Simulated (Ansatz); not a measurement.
FeGe:
```
CELL_PARAMETERS angstrom
      4.59619     0.00000     0.00000
      0.00000     4.59619     0.00000
      0.00000     0.00000     4.59619
ATOMIC_POSITIONS crystal
  Ge 0.84197 0.84197 0.84197
  Ge 0.65803 0.15803 0.34197
  Ge 0.34197 0.65803 0.15803
  Ge 0.15803 0.34197 0.65803
  Fe 0.13619 0.13619 0.13619
  Fe 0.36381 0.86381 0.63619
  Fe 0.63619 0.36381 0.86381
  Fe 0.86381 0.63619 0.36381
```
Starting moments (μB, in the order of the atoms Ge Ge Ge Ge Fe Fe Fe Fe): -0.1 -0.1 -0.1 -0.1 1.1 1.1 1.1 1.1.

Relaxed with PBEsol.

Task: Which orbitals make up the states near the Fermi level in DFT-PBEsol in the program Ansatz with PAW potentials?

Result: Within 0.5 eV of the Fermi level: Fe 3d 90 %, Ge 4p 6 %. Projections are on Löwdin-orthogonalised atomic valence shells; empty p or d shells of many metals are not among them.

Task: Tabulate the density of states.

Result: States/eV per cell of 8 atoms, in 0.25 eV bins, energy from the Fermi level.

```
E (eV)  total  Fe 3d  Ge 4p  Ge 4s
------  -----  -----  -----  -----
-7.85    1.54   0.31   0.23   0.92
-7.60    1.61   0.35   0.18   0.99
-7.35    0.00   0.00   0.00   0.00
-7.10    0.00   0.00   0.00   0.00
-6.85    0.56   0.06   0.38   0.02
-6.60    1.21   0.15   0.79   0.06
-6.35    1.34   0.21   0.84   0.09
-6.10    1.69   0.32   1.04   0.12
-5.85    2.87   0.66   1.73   0.17
-5.60    3.07   0.74   1.83   0.20
-5.35    2.82   0.79   1.54   0.22
-5.10    2.79   0.77   1.56   0.19
-4.85    2.49   0.70   1.44   0.14
-4.60    4.22   1.23   2.43   0.27
-4.35    3.41   1.21   1.72   0.24
-4.10    3.49   1.43   1.65   0.21
-3.85    4.39   1.96   2.01   0.21
-3.60    3.51   1.88   1.34   0.15
-3.35    5.75   3.33   2.00   0.20
-3.10    4.93   3.32   1.26   0.16
-2.85    7.64   5.41   1.70   0.20
-2.60   11.36   8.75   1.89   0.21
-2.35   10.28   7.49   2.05   0.25
-2.10    7.62   5.83   1.32   0.12
-1.85   12.43   9.81   1.87   0.11
-1.60    8.83   7.66   0.86   0.05
-1.35   10.20   9.16   0.71   0.07
-1.10   10.33   9.44   0.60   0.07
-0.85    8.09   7.48   0.37   0.07
-0.60    7.88   7.28   0.38   0.06
-0.35   10.47   9.43   0.66   0.14
-0.10    6.87   6.32   0.34   0.07
0.15     6.46   5.93   0.29   0.10
0.40     3.44   2.75   0.42   0.17
0.65     5.92   4.97   0.62   0.23
0.90     5.57   4.49   0.73   0.23
1.15     2.64   1.68   0.55   0.35
1.40     3.90   2.62   0.75   0.43
1.65     3.99   2.29   1.00   0.55
1.90     4.25   2.29   1.07   0.71
2.15     3.84   1.80   1.17   0.65
2.40     3.99   1.79   1.29   0.67
2.65     3.52   1.39   1.26   0.61
2.90     3.62   1.24   1.47   0.55
3.15     3.37   1.05   1.47   0.47
3.40     3.35   0.99   1.50   0.42
3.65     3.37   0.87   1.63   0.36
3.90     3.04   0.68   1.52   0.28
4.15     3.36   0.69   1.68   0.27
4.40     3.70   0.67   1.90   0.27
4.65     3.62   0.62   1.87   0.24
```

Space group P2_13. The cell was relaxed with PBEsol under the symmetry of its start. Spin order of the final state: ferromagnetic, chosen from 4 collinear starts compared on coarse meshes (ties went to the first, and starts can fall back to one state), not a proven ground state. Spin–orbit coupling is left out wherever it is not named.

Potentials: the later of the program's two PAW sets.
